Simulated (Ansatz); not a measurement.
Starting structure, O over the place (0/3, 0/3) of the surface cell, counted from the highest slab atom, its height relaxed (Ag, Fm-3m (No. 225), (1 0 0) face):

```xyz
5
Lattice="2.8669 0.0000 0.0000 0.0000 2.8669 0.0000 0.0000 0.0000 25.0816" Properties=species:S:1:pos:R:3 pbc="T T T"
Ag    1.4335    1.4335    8.5000
Ag    0.0000    0.0000   10.5272
Ag    1.4335    1.4335   12.5613
Ag    0.0000    0.0000   14.5454
O     0.0000    0.0000   16.6654
```

These are results of DFT PBEsol, scalar-relativistic, plane waves, PAW in Ansatz, not measurements. Settings: cutoff 420 eV, Γ-centred mesh 10×10×1 on the computed 5-atom cell, Gaussian smearing of 0.10 eV; no spin polarisation. The cell repeats along c with a dipole correction in the vacuum.

Atoms 1, 2, 3, 4 (counted from 1) are held. Atom 5 may move along c only. The cell is fixed. Force threshold 0.02 eV/Å.

Q: Where does it end?

A: The energy falls by 0.153 eV in 5 steps, to:

```xyz
5
Lattice="2.8669 0.0000 0.0000 0.0000 2.8669 0.0000 0.0000 0.0000 25.0816" Properties=species:S:1:pos:R:3 pbc="T T T"
Ag    1.4335    1.4335    8.5000
Ag    0.0000    0.0000   10.5272
Ag    1.4335    1.4335   12.5613
Ag    0.0000    0.0000   14.5454
O     0.0000    0.0000   16.4834
```

The end is the local minimum or symmetric point that this start leads to.

Spin polarisation was left out, and a magnetic state may lie lower.

Cost: 1 run of about 0.95 core-minutes, on Intel Xeon 6975P-C (Granite Rapids) (shared hosts).